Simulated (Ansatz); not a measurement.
## Elastic constants of Mg (P6_3/mmc) under pressure

```
Mg
1.0
     3.18282    0.00000    0.00000
    -1.59141    2.75640    0.00000
     0.00000    0.00000    5.14874
Mg
2
Direct
  0.33333 0.66667 0.25000
  0.66667 0.33333 0.75000
```

This is the zero-pressure cell. At each pressure cell and atoms are relaxed in this structure, and the constants are slopes of the stress at strains of ±0.005 with relaxed ions (the coefficients that govern stability under load). Level: r²SCAN, PAW on Ansatz 0.2.0's default frozen-core files (fitted under PBE), scalar-relativistic; k mesh 18×18×10, strains of ±0.005, Fermi-Dirac smearing of 0.100 eV, cutoff 500 eV. P is the pressure of the relaxed cell, less that of this one.

```tsv
P (GPa)	V/V₀	C11 (GPa)	C12 (GPa)	C13 (GPa)	C33 (GPa)	C44 (GPa)
0.00	1.0000	72.4	25.0	21.7	74.4	20.7
0.99	0.9763	78.5	28.0	23.9	81.5	22.3
2.00	0.9549	84.5	31.1	26.1	88.3	23.8
3.96	?	?	?	?	?	?
6.99	0.8727	111.8	46.1	36.5	120.6	30.6
9.98	0.8360	126.8	54.9	42.5	138.8	34.1
14.99	0.7868	150.3	69.7	52.6	167.6	39.3
```

**Question.** Does the bulk modulus from the constants agree with the pressure-volume curve?

**Answer.** A third-order Birch-Murnaghan fit to the volumes shown (F against f, f = [(V₀/V)^(2/3) − 1]/2) gives B₀ = 39.6 GPa and B′ = 3.8. Its −V dP/dV stands beside the Reuss value 1/ΣS_ij (i, j ≤ 3):

```csv
P (GPa),from P(V),from the constants
0.00,39.6,39.6
0.99,43.3,43.3
2.00,47.0,47.1
6.99,64.7,64.7
9.98,74.7,74.7
14.99,91.1,90.9
```

**Question.** What are the pressure derivatives at zero pressure?

**Answer.** Slopes at V₀ of quadratic fits in −ln(V/V₀) through the first four rows shown, divided by B₀: dC11/dP = 6.2, dC12/dP = 3.0, dC13/dP = 2.2, dC33/dP = 7.1, dC44/dP = 1.7. The mean slopes up to 2.0 GPa are 6.0, 3.0, 2.2, 7.0, 1.6; curvature and scatter of the constants part the two.

**Question.** Fill the row at 3.96 GPa.

**Answer.** Cubic fits in −ln(V/V₀) through all rows shown give C11 = 95.6, C12 = 37.0, C13 = 30.3, C33 = 101.4, C44 = 26.7 GPa. Computed: V/V₀ = 0.9185, C11 (GPa) = 95.7, C12 (GPa) = 37.0, C13 (GPa) = 30.2, C33 (GPa) = 101.3, C44 (GPa) = 26.6.

**Question.** Does a shear stiffness soften?

**Answer.** C44 goes from 20.7 to 39.3 GPa; (C11 − C12)/2 goes from 23.7 to 40.3 GPa. Neither ends more than 3 % under its start, and the lattice stays mechanically stable over this range.

Limits of these numbers: no other phase was computed; many crystals of this kind change structure within this range, and rows or crossings beyond such a change describe a metastable lattice; frozen-core PAW files fitted under PBE, their cores solved anew for the functional of the run; responses of metals move with mesh and smearing; elastic stability says nothing of phonons or of other phases; phonons weren't checked at these pressures.
